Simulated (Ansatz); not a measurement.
How far is PAW off for Bi?

```xyz
2
Lattice="4.5390 0.0000 0.0000 -2.2695 3.9309 0.0000 0.0000 0.0000 12.1839" Properties=species:S:1:pos:R:3 pbc="T T T"
Bi    0.0000    2.6206    3.0460
Bi    2.2695    1.3103    9.1379
```

Atom numbers follow the list: Bi1, Bi2.

Conventional cell: a = 4.539 Å, b = 4.539 Å, c = 12.184 Å, α = 90.00°, β = 90.00°, γ = 120.00°.

The cell comes from COD entry 9011614, which wasn't checked; take it as a given geometry. The listed cell was then made from it by scaling, straining or moving an atom.

No spin–orbit coupling, which matters for the heavy atoms here.

Methods: DFT, PBEsol, PAW with Ansatz's default frozen-core files, scalar-relativistic (Ansatz 0.2.0); DFT, PBEsol, all-electron LAPW, scalar-relativistic (Ansatz 0.2.0).

For PAW: a Γ-centred 9×9×3 k mesh, Fermi–Dirac smearing of 0.03 eV, cutoff 420 eV, no spin polarisation; the PAW files were made with PBE, and the program remakes their frozen cores for this functional. LAPW targets a basis error of 0.5 meV/atom. The Ansatz runs share mesh, smearing and spin set-up. Plane-wave (PAW) pressures include the program's estimate of the Pulay term.

Stress and pressure are positive in compression.

PAW results:

```csv
quantity,PAW
pressure (GPa),-3.41
stress xx (GPa),-4.98
stress zz (GPa),-0.26
```

Q: What does LAPW (all electrons) give for the same quantities?

A: 
| quantity | LAPW |
| --- | --- |
| pressure (GPa) | -3.41 |
| stress xx (GPa) | -4.98 |
| stress zz (GPa) | -0.26 |
